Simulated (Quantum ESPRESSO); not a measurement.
# Cu2TaAl4Mo: one composition in several site orders

Simulated, not a measurement. The program is pw.x of Quantum ESPRESSO 7.5 (plane-wave density functional theory). The cell is made up: eight metal atoms on a face-centred cubic lattice, with elements, volume, strain and displacements drawn at random and not relaxed, so it may be unstable or far from any real phase. PseudoDojo standard norm-conserving files set the functional (PBE unless stated); there is no spin polarisation or spin-orbit coupling, the Fermi-Dirac width of 0.25 eV means electrons at about 2900 K, and the masses in the input are unused placeholders. The copper pseudopotential is less sure than most, with forces differing by about three percent and pressure by about two GPa from a second method on plain copper. Heavy elements are run without spin-orbit coupling, which real alloys of them have. A spin test at this wide smearing found no moment, but such smearing suppresses magnetism that the real alloy may have.

The runs put one composition on the sites in different orders. Cell, positions, cutoff, mesh and smearing stay as in the input of run 1; sites are counted in its order. Stress in the tables is positive in tension.

Input of run 1:

```
&control calculation='scf', pseudo_dir='./dojo.nc.sr.pbe.v0_5.standard.upf', outdir='./o', disk_io='minimal', tprnfor=.true., tstress=.true. /
&system ibrav=0, nat=8, ntyp=4, nbnd=49, ecutwfc=92.02030273, nosym=.true., tot_charge=0,
 occupations='smearing', smearing='fd', degauss=0.0183746611
/
&electrons conv_thr=1.470e-08, electron_maxstep=70, mixing_beta=0.5 /
ATOMIC_SPECIES
Al 1.0 Al.upf
Cu 1.0 Cu.upf
Mo 1.0 Mo.upf
Ta 1.0 Ta.upf
CELL_PARAMETERS angstrom
-1.9486 -3.8247 -1.9425
-3.9096 1.8965 1.9865
0.0689 3.7376 -3.7798
ATOMIC_POSITIONS angstrom
Cu -0.0287 0.0666 0.0457
Ta -0.0161 1.9734 -1.877
Al -1.9647 1.8187 0.0338
Al -1.8834 3.7132 -1.7964
Cu -1.8959 0.1215 -1.8886
Mo -1.9187 1.8427 -3.7446
Al -3.9339 -0.0139 0.0372
Al -3.8163 1.8825 -1.8675
K_POINTS automatic
5 5 5 1 1 1
```

```
run  elements on sites 1 to 8  free energy less that of run 1 (eV)  -TS (eV)  pressure (GPa)  stress xx (GPa)  stress yy (GPa)  stress zz (GPa)  stress yz (GPa)  stress xz (GPa)  stress xy (GPa)  iterations
  1   Cu Ta Al Al Cu Mo Al Al                                0.000    -0.868           11.73           -11.67           -11.94           -11.57             5.55             0.73             0.46          15
  2   Al Cu Al Mo Al Cu Ta Al                               -0.064    -0.957           10.73           -12.43           -11.89            -7.88             0.69             0.42             1.38          15
  3   Al Al Ta Cu Al Cu Al Mo                                0.002    -0.900           11.72           -12.38           -12.08           -10.70             0.83             1.95             1.63          15
  4   Ta Al Cu Mo Al Al Al Cu                                0.115    -0.855           12.67            -9.96           -16.55           -11.50             4.80            -2.15             0.67          14
  5   Al Al Cu Cu Mo Ta Al Al                                0.018    -0.882           13.28            -8.79           -14.46           -16.58             2.37            -3.10             0.56          16
  6   Al Al Cu Ta Al Cu Al Mo                                0.097    -0.924           12.95           -13.98           -12.78           -12.08             3.21            -2.39             4.56          15
```

Forces Fx Fy Fz (eV/Å):

| site | run 1 | run 2 | run 3 | run 4 | run 5 | run 6 |
| --- | --- | --- | --- | --- | --- | --- |
| 1 | 0.44 -0.11 -0.68 | -0.04 -0.99 0.27 | 0.61 -0.56 0.22 | 0.17 -0.94 -0.70 | -0.10 -0.26 -0.65 | 0.08 0.00 -0.17 |
| 2 | 0.40 -0.76 0.00 | 0.28 -0.75 -0.08 | 0.43 -0.21 -0.34 | 1.25 -0.86 0.19 | 0.31 -0.03 0.68 | 1.19 -0.99 -0.23 |
| 3 | 0.49 0.30 0.69 | 0.32 1.20 0.71 | -0.82 2.19 1.27 | -0.38 0.72 0.29 | -0.25 0.73 0.60 | 0.30 -0.04 0.48 |
| 4 | -0.67 1.40 0.21 | -0.98 1.61 0.15 | 0.15 0.57 -0.36 | -0.25 1.02 -0.05 | -0.69 0.34 0.02 | -0.65 1.18 -0.07 |
| 5 | -0.46 -1.16 0.75 | 0.08 -0.93 -0.50 | 0.02 -1.52 -1.26 | -0.69 -0.73 0.16 | 0.40 -2.06 0.07 | 0.19 -0.58 0.38 |
| 6 | 0.67 0.30 -1.17 | 0.47 0.07 -0.47 | 0.46 0.57 -0.40 | -0.42 0.44 -0.57 | 0.49 0.64 -1.25 | 0.31 0.39 -0.92 |
| 7 | -0.35 0.24 0.40 | 0.52 -0.19 -0.34 | 0.02 -0.05 0.37 | 0.42 0.38 0.19 | 0.30 0.60 -0.19 | 0.50 0.07 -0.09 |
| 8 | -0.52 -0.21 -0.20 | -0.64 -0.01 0.27 | -0.87 -1.00 0.50 | -0.09 -0.03 0.50 | -0.45 0.04 0.72 | -1.93 -0.03 0.61 |

The sites are displaced and not relaxed, so the energy differences mix bonding between neighbours with strain and are not ordering energies. A rerun of one cell of this series at a higher cutoff and on a denser mesh moved values by no more than 0.007 eV in energy, 0.06 GPa in stress and 0.007 eV/Å in force, and a second program with other atomic files agreed on that cell to 2 % rms in force and 0.5 GPa in pressure.